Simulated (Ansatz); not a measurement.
C:
```
C
1.0
    0.00000     1.78577     1.78577
    1.78577     0.00000     1.78577
    1.78577     1.78577     0.00000
C
2
Direct
  0.50000   0.50000   0.50000
  0.75000   0.75000   0.75000
```

Relaxed with PBE. Special points in fractions of this cell's reciprocal vectors: Γ (0.000, 0.000, 0.000); X (0.500, 0.000, 0.500); U (0.625, 0.250, 0.625); K (0.375, 0.375, 0.750); L (0.500, 0.500, 0.500); W (0.500, 0.250, 0.750).

List the band energies nearest the valence-band maximum at these points for PBE in the plane-wave PAW code Ansatz.

In eV from the valence-band maximum; about four levels below and three above (degenerate sets whole), none deeper than 8.9 eV; … stands for higher levels left out; points with the same levels are listed once.

| k | below | above |
|---|---|---|
| Γ | 0.00 0.00 0.00 | … |
| X | -6.28 -6.28 | 4.76 4.76 … |
| U | -5.35 | 5.67 10.71 … |
| L | -2.80 -2.80 | 8.45 8.45 … |
| W | -8.29 -8.29 | 10.60 10.60 … |

Space group Fd-3m (diamond). The PBE relaxation kept the symmetry of its start.

Potentials: the later of the program's two PAW sets.
